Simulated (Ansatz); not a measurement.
Input and command of a plane-wave DFT calculation in Ansatz:

```yaml
crystal:
  lattice:
    - [-2.8112280234, 2.8112280234, 1.6844436242]
    - [2.8112280234, -2.8112280234, 1.6844436242]
    - [2.8112280234, 2.8112280234, -1.6844436242]
  atoms:
    - { symbol: Hg, position: [0.25, 0.75, 0.5] }
    - { symbol: Te, position: [0.0, 0.0, 0.0] }
basis:
  ecutwfc: 420
kpoints:
  mp_grid: { grid: [24, 24, 24] }
hamiltonian:
  xc: pbesol
scf:
  occupations: { method: gaussian, width: 0.15 }
output:
  forces: true
  stress: true
  eigenvalues: true
```

```bash
ansatz run input.yaml --threads 1 --pin off --max-ram 2560MiB --backend cpu --events-out ev --progress --plain --runs-dir out
```

Processor: Arm Neoverse V1, 1 thread, on a host shared with other jobs.

Question: Estimate time, memory and problem size.

Answer: About 110 s on 1 thread of Arm Neoverse V1, on a shared host, peak memory 1.3 GiB. It solves 22 bands at 1063 k points (the mesh reduced by the symmetry that the task leaves, which can be less than the crystal's) with about 1053 plane waves, in 6 SCF iterations.
